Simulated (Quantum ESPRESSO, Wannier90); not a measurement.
# Tight-binding from DFT: Mg2ZnO3 (P-3m1)

```
begin unit_cell_cart
ang
    3.0329999785    0.0000000000    0.0000000000
   -1.5164999892    2.6266550310    0.0000000000
    0.0000000000    0.0000000000    7.4033200000
end unit_cell_cart
begin atoms_frac
Mg   0.3333333333 -0.3333333333 -0.3342000000
Mg  -0.3333333333  0.3333333333  0.3342000000
Zn   0.0000000000  0.0000000000  0.0000000000
O    0.3333333333 -0.3333333333  0.1726200000
O   -0.3333333333  0.3333333333 -0.1726200000
O    0.0000000000  0.0000000000  0.5000000000
end atoms_frac
```

Materials Project entry mp-1222123; symmetrised, unrelaxed at this level. Not found in the COD (Crystallography Open Database) copy used; not checked further. Level: PBEsol, no spin polarisation, no spin-orbit coupling; pw.x of Quantum ESPRESSO at 68 Ry with PseudoDojo potentials, 6×6×4 k-points, Wannier90. Density: 12×12×4 mesh, cold smearing 0.01 Ry.

Bands 13-15 form an isolated set from -17.43 to -15.75 eV relative to the valence-band maximum (on the path) and are turned into 3 Wannier functions by minimising the spread from the start: atomic waves O 2s.

Task: Where do the functions sit, how wide are they and what are they made of?

Result: 
```json
[
 {"functions": "2", "spread (Å²)": "0.58", "nearest atom, distance (Å)": "O 0.01", "second atom, distance (Å)": "Mg 2.13", "weight on atomic waves": "O 2s 89 %, Mg 3s 5 %"},
 {"functions": "1", "spread (Å²)": "0.56", "nearest atom, distance (Å)": "O 0.00", "second atom, distance (Å)": "Mg 2.14", "weight on atomic waves": "O 2s 90 %, Mg 3s 9 %"}
]
```

Ω_I = 1.73 Å², Ω_total = 1.73 Å²; the interpolated bands follow pw.x to 0.0 meV rms on the path. Only this start was tried; a symmetric start can stop on a saddle, and mixtures of these functions could lower the total by at most Ω_total − Ω_I.
